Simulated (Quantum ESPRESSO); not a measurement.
Parts of the isotropic shielding in AlP, by PBE GIPAW on JTH datasets (Quantum ESPRESSO, modified build), 20 Ha, k-mesh 8×8×8 shifted:

```xyz
2
Lattice="0.0000 2.7365 2.7365 2.7365 0.0000 2.7365 2.7365 2.7365 0.0000" Properties=species:S:1:pos:R:3 pbc="T T T"
Al     0.0000     0.0000     0.0000
P      4.1047     4.1047     4.1047
```
Geometry: a computed entry of the Materials Project; it was not checked against measured cells. It is AlP in F-43m. Stability against distortions was not tested.

The core term is that of the free atom's frozen core; the paramagnetic column sums the reconstruction terms. Shieldings are absolute and leave out the bulk-susceptibility term; a larger σ means a smaller chemical shift. By our sweeps, such settings leave a few ppm in absolute σ. No d partial waves on Al, P: the paramagnetic term there is incompletely reconstructed.

| site | core | bare (smooth current) | diamagnetic correction | paramagnetic corrections | σ_iso (ppm) |
|---|---|---|---|---|---|
| Al (atom 1) | 766.8 | -18.3 | 2.4 | (withheld) | (withheld) |
| P (atom 2) | 908.8 | 10.1 | 2.8 | (withheld) | (withheld) |

Problem. Fill in the missing entries.

Solution. 
- Al (atom 1), paramagnetic corrections: -336.7
- Al (atom 1), σ_iso (ppm): 414.1
- P (atom 2), paramagnetic corrections: -450.4
- P (atom 2), σ_iso (ppm): 471.3
